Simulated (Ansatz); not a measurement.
**Al4Si2HO9F3, one structure, two calculations**

Cell: a computed structure from the Materials Project (it need not be an observed phase).

Space group P2_1 (No. 4); a = 8.4910, b = 4.7216, c = 8.9286 Å, β = 90.02°.

| site | Wyckoff | site symmetry | x | y | z |
| --- | --- | --- | --- | --- | --- |
| Al1 | 2a | 1 | 0.5830 | 0.0976 | 0.8816 |
| Al2 | 2a | 1 | 0.9178 | 0.0963 | 0.8809 |
| Al3 | 2a | 1 | 0.9206 | 0.4025 | 0.3827 |
| Al4 | 2a | 1 | 0.5830 | 0.4053 | 0.3792 |
| Si9 | 2a | 1 | 0.2508 | 0.1005 | 0.3068 |
| Si10 | 2a | 1 | 0.2506 | 0.3973 | 0.8107 |
| H | 2a | 1 | 0.1670 | 0.4918 | 0.4970 |
| O15 | 2a | 1 | 0.2521 | 0.0520 | 0.4925 |
| O16 | 2a | 1 | 0.9334 | 0.0898 | 0.5029 |
| O17 | 2a | 1 | 0.7475 | 0.2019 | 0.2822 |
| O18 | 2a | 1 | 0.0949 | 0.2054 | 0.7629 |
| O19 | 2a | 1 | 0.4081 | 0.2093 | 0.7616 |
| O20 | 2a | 1 | 0.0944 | 0.2872 | 0.2562 |
| O21 | 2a | 1 | 0.4080 | 0.2909 | 0.2601 |
| O22 | 2a | 1 | 0.7490 | 0.2946 | 0.7825 |
| O23 | 2a | 1 | 0.2506 | 0.4633 | 0.9933 |
| F33 | 2a | 1 | 0.5583 | 0.0990 | 0.5026 |
| F34 | 2a | 1 | 0.5558 | 0.4062 | 0.0004 |
| F35 | 2a | 1 | 0.9445 | 0.4041 | 0.9997 |

One atom of each set is listed.

First run. The numbers come from a DFT calculation in Ansatz (PBE, plane waves and PAW, scalar-relativistic, 420 eV cutoff, Γ-centred 3×5×3 k-points, Fermi–Dirac smearing 0.02 eV).

```
site  V_zz (10²¹ V/m²)     η
 Al1             -0.58  0.24
 Al3              1.65  0.38
 Al4             -0.40  0.05
 Si9             -1.07  0.71
Si10              0.90  0.73
   H              4.12  0.10
 O16             12.45  0.84
 O18             -7.68  0.94
 O19             -7.49  0.93
 O21             -7.35  0.96
 O23              7.93  0.89
 F33             10.47  0.22
 F34             10.71  0.14
 F35             10.81  0.14
```

Second run. The same atoms and settings, except that the functional is r2SCAN and the cutoff is 500 eV.

Task: Given the first result, estimate the second.

Result: 

```csv
site,V_zz,η,change of V_zz
Al1,-0.57,0.23,+0.01
Al3,1.60,0.38,-0.05
Al4,-0.40,0.09,0.00
Si9,-1.02,0.71,+0.05
Si10,0.86,0.73,-0.04
H,4.03,0.11,-0.09
O16,12.97,0.79,+0.52
O18,-7.62,0.95,+0.06
O19,-7.40,0.94,+0.09
O21,-7.26,0.97,+0.09
O23,7.88,0.87,-0.05
F33,10.35,0.21,-0.12
F34,10.58,0.14,-0.13
F35,10.68,0.14,-0.13
```

The largest change of V_zz is on O16, from 12.45 to 12.97. In per cent, |V_zz| changes by -3 to -1 on Al, -4 on Si, -2 on H, -1 to +4 on O, -1 on F (all sites that start above 0.5). The table leaves out 5 of the 19 sites, with |V_zz| up to 7.96; their tensors move by 0.08 at most along any direction. The statements above cover all sites.

For the second run: At this cell the r2SCAN pressure is -7 GPa, so with r2SCAN the cell would shrink if it were relaxed. The entry's cell may itself be off. The largest force is 0.4 eV/Å, so the atoms aren't at the calculated equilibrium and relaxing them would move these values. With these PAW files V_zz is typically within 2 to 3 % of all-electron values, but misses above 10 % occur on Al.
